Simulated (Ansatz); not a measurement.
An Ansatz (a first-principles code) input:

Ansatz 0.2 input:
```yaml
crystal:
  lattice:
    - [0.0, 3.27246, 3.27246]
    - [3.27246, 0.0, 3.27246]
    - [3.27246, 3.27246, 0.0]
  atoms:
    - { symbol: Li, position: [0.5, 0.5, 0.5] }
    - { symbol: Li, position: [0.75, 0.75, 0.75] }
    - { symbol: Li, position: [0.25, 0.25, 0.25] }
    - { symbol: Sb, position: [0.0, 0.0, 0.0] }
kpoints:
  mp_grid: { grid: [6, 6, 6] }
  band_path:
    path:
      - [[0.0, 0.0, 0.0], [0.5, 0.0, 0.5], [0.625, 0.25, 0.625]]  # Γ-X-U
      - [[0.375, 0.375, 0.75], [0.0, 0.0, 0.0], [0.5, 0.5, 0.5], [0.5, 0.25, 0.75], [0.5, 0.0, 0.5]]  # K-Γ-L-W-X
      - [VBM, CBM]
    npoints: 12
hamiltonian:
  xc: r2scan
  pseudopotentials: { kind: paw }
magnetization: { noncollinear: true, spin_orbit: true }
scf:
  n_extra_bands: 12
  convergence: { dr2_threshold: 0.0000000001 }
  occupations: { method: gaussian, width: 0.01 }
checkpoint: { write: soc.run }
output: { eigenvalues: true }
```

Problem. How many symmetry operations and irreducible k-points will the run report?

Solution. 48 operations, 16 of 216 k-points.

Problem. With a cutoff of 500 eV, how many plane waves at Γ?

Solution. 1807.

It took around 60 core-seconds (rough) on shared server cores.

Space group Fm-3m. The workflow started from a Materials Project entry (that database holds measured and hypothetical structures alike); the Crystallography Open Database files this formula in space group No. 225, but the cells were not matched. Whether it is the stable phase at ambient conditions was not checked. Symmetry was held in the r²SCAN relaxation; whether a distortion lowers the energy is not shown.

Potentials: the later of the program's two PAW sets.

Ansatz is a plane-wave DFT program.
